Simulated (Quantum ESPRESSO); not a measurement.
## Calculated data, AlSi$_{3}$C$_{3}$N (made-up cell)

Computed with Quantum ESPRESSO 7.5. Calculation on a made-up crystal cell, not a measurement, rerun at a higher cutoff and a denser mesh: periodic Kohn-Sham density functional theory in plane waves with PseudoDojo standard norm-conserving scalar-relativistic pseudopotentials, each functional with its own files (v0.5 for PBE, v0.4.1 for LDA and PBEsol), no spin polarisation, no spin-orbit coupling, atoms not relaxed, stress positive in tension, energies less a fixed whole-eV offset for each atom's element; levels are Kohn-Sham levels at fractions of this cell's reciprocal vectors, counted from the reference band (half the neutral cell's valence electrons, rounded up) at Gamma; error bars give the change to or from the runs named with them, not the error of the files; each bar is the largest change over components, and at least 0.002 eV, 0.002 eV per angstrom or 0.02 GPa; energies are for the whole cell, and the offsets were chosen from early runs and are not element reference energies.

### AlSi$_{3}$C$_{3}$N (made-up cell)

```
CELL_PARAMETERS angstrom
4.29910 -0.07910 -0.01040
-0.07910 4.42490 0.00430
-0.01040 0.00430 4.32440
ATOMIC_POSITIONS crystal
Al 0.99420 0.00159 0.00537
Si 0.01006 0.50089 0.49518
Si 0.50286 0.98049 0.50990
Si 0.49146 0.49854 0.00103
C 0.22606 0.23310 0.25991
N 0.25427 0.74516 0.73755
C 0.73901 0.25710 0.74236
C 0.75314 0.74220 0.23997
```

```
lattice type             : zincblende/diamond
functional               : pbe
cutoff                   : 1437 eV
fermi dirac smearing     : 0.025 eV
scf tolerance            : 1e-07 eV
electrons removed        : 0
k mesh                   : 6 x 6 x 6, shifted by half a step
free energy less offsets : -3.462 eV
scf iterations           : 12
smearing term minus ts   : 0 eV
pressure                 : 8.058 GPa
stress xx                : -9.61 GPa
stress yy                : -4.489 GPa
stress zz                : -10.08 GPa
stress yz                : -1.159 GPa
stress xz                : -2.78 GPa
stress xy                : -12.83 GPa
reference band           : 16
error bar energy         : 0.005245 eV
error bar stress         : 0.02 GPa
error bar force          : 0.002748 eV/Å
error bar next band up   : 0.002 eV
error bars from          : change from the looser run of this cell
```

Atoms:
```csv
atoms element,atom site,atom energy offset (eV)
Al,1,-64
Si,2,-115
Si,3,-115
Si,4,-115
C,5,-163
N,6,-283
C,7,-163
C,8,-163
```

Forces:
```csv
site,x (eV/Å),y (eV/Å),z (eV/Å)
1,-0.738,-0.1036,-2.613
2,-1.908,-1.24,-0.4704
3,0.5799,2.025,-2.077
4,0.4243,-1.7,0.3006
5,3.713,2.484,1.5
6,0.004878,-0.7865,0.943
7,-0.3083,0.5127,0.1103
8,-1.768,-1.192,2.306
```

Levels:
```csv
level k point,next band up (eV)
Gamma,0.9231
"(1/2,1/2,1/2)",3.232
"(0.15,0,0)",1.292
"(0,0.15,0)",1.347
"(0,0,0.15)",1.415
```
